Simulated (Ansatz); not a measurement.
Theory: Ansatz, DFT PBE, scalar-relativistic, plane waves, PAW. Cutoff 420 eV, Γ-centred meshes of about 0.25 Å⁻¹ or finer for metals and 0.3 Å⁻¹ for insulators (2π included), Gaussian smearing. No spin polarisation.

Temperature and zero-point effects are left out.

Two relaxed structures of Na3AlO3:

A.

```cif
data_structure
_symmetry_space_group_name_H-M 'P6_3/m'
_symmetry_Int_Tables_number 176
_cell_length_a 6.9624
_cell_length_b 6.9624
_cell_length_c 4.9253
_cell_angle_alpha 90.000
_cell_angle_beta 90.000
_cell_angle_gamma 120.000
_cell_volume 206.77
loop_
_atom_site_label
_atom_site_type_symbol
_atom_site_symmetry_multiplicity
_atom_site_Wyckoff_symbol
_atom_site_fract_x
_atom_site_fract_y
_atom_site_fract_z
_atom_site_occupancy
Na1 Na 6 h 0.66204 0.74964 0.75000 1
Al1 Al 2 c 0.66667 0.33333 0.75000 1
O1 O 6 h 0.40293 0.29646 0.75000 1
```

B.

```cif
data_structure
_symmetry_space_group_name_H-M 'R3m:H'
_symmetry_Int_Tables_number 160
_cell_length_a 10.2072
_cell_length_b 10.2072
_cell_length_c 3.6252
_cell_angle_alpha 90.000
_cell_angle_beta 90.000
_cell_angle_gamma 120.000
_cell_volume 327.09
loop_
_atom_site_label
_atom_site_type_symbol
_atom_site_symmetry_multiplicity
_atom_site_Wyckoff_symbol
_atom_site_fract_x
_atom_site_fract_y
_atom_site_fract_z
_atom_site_occupancy
Na1 Na 9 b 0.64967 0.82483 0.40027 1
Al1 Al 3 a 0.00000 0.00000 0.92175 1
O1 O 9 b 0.80605 0.90302 0.89246 1
```

Question: Which form is favoured at zero pressure, and by what margin per atom?

Answer: B is lower, by 17 meV/atom. A has space group P6_3/m (No. 176), 14.8 Å³/atom and a gap of 2.03 eV on its mesh; B has space group R3m (No. 160), 15.6 Å³/atom and a gap of 2.03 eV. Counting O atoms around Al and Na (those within 1.25 times the shortest such distance or 1.15 times the sum of covalent radii; a plus sign parts nearer from farther groups), A has Na 4+1, Al 3 and B has Na 4, Al 3. The lower one is the more open, so pressure narrows the difference. Both come from trial cells of a structure search, whose lowest cell (P-1, 14.0 Å³/atom) lies 144 meV/atom below the lower of the two.

Kohn–Sham gaps at this level usually fall short of measured ones. Cells relaxed within their symmetry can be saddle points. Some types were kept out of the candidates beforehand, so the set may lack a known form.
